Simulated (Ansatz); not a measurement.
Consider the following.

C:
```yaml
crystal:
  lattice:
    - [2.49338, 0.00000, 0.00000]
    - [-1.24669, 2.15933, 0.00000]
    - [0.00000, 0.00000, 4.14954]
  atoms:
    - { symbol: C, position: [0.33333, 0.66667, 0.06275] }
    - { symbol: C, position: [0.66667, 0.33333, 0.56275] }
    - { symbol: C, position: [0.66667, 0.33333, 0.93725] }
    - { symbol: C, position: [0.33333, 0.66667, 0.43725] }
```

This is the HSE06-relaxed structure.

Question: All from HSE06 (plane waves, PAW; program Ansatz), unless another level is named. Predict the band gap.

Answer: 4.33 eV (indirect).

Question: Give the smallest direct gap on the standard path.

Answer: 6.35 eV.

Question: And the conduction-band minimum?

Answer: at K (2 equivalent valleys).

Question: Next, the valence-band maximum?

Answer: at Γ.

Space group P6_3/mmc (lonsdaleite). The cell was relaxed with HSE06 under the symmetry of its start. The hybrid was solved on a coarse mesh, the path and, where they were found, the r²SCAN edge points; its band edges are the extreme levels among these.

Potentials: the later of the program's two PAW sets.
